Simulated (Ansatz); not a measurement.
Here is the system:

TaRu:
```yaml
crystal:
  lattice:
    - [3.02146, 0.00000, 0.00000]
    - [0.00000, 3.02146, 0.00000]
    - [0.00000, 0.00000, 3.39245]
  atoms:
    - { symbol: Ta, position: [0.50000, 0.50000, 0.50000] }
    - { symbol: Ru, position: [0.00000, 0.00000, 0.00000] }
```

This is the PBEsol-relaxed structure. Cartesian axes are those of the cell as given.

All from DFT-PBEsol in the program Ansatz with PAW potentials, unless another level is named. Predict the Hill bulk and shear moduli.

274 and 77.8 GPa.

Predict the elastic constants (relaxed ions, GPa).

C11 = 406, C12 = 203, C13 = 219, C33 = 371, C44 = 71.1, C66 = 70.3.

Space group P4/mmm (L1₀ or tetragonal B2). The first step of the workflow began from a Materials Project structure, measured or hypothetical; the Crystallography Open Database files this formula in space group No. 123, but the cells were not matched. Its standing as an ambient phase is unchecked. The cell was relaxed with PBEsol under the symmetry of its start; of distortions, only those at the zone centre were tested. The run is not spin-polarised. As this level gives no gap, shear constants depend on the k-mesh and smearing (Fermi–Dirac, 0.1 eV here). On the denser mesh and wider smearing of the elastic run this cell carries a stress of 0.4 GPa. Scalar-relativistic: spin–orbit coupling is off unless named, which matters more the heavier the elements.

Potentials: the later of the program's two PAW sets.
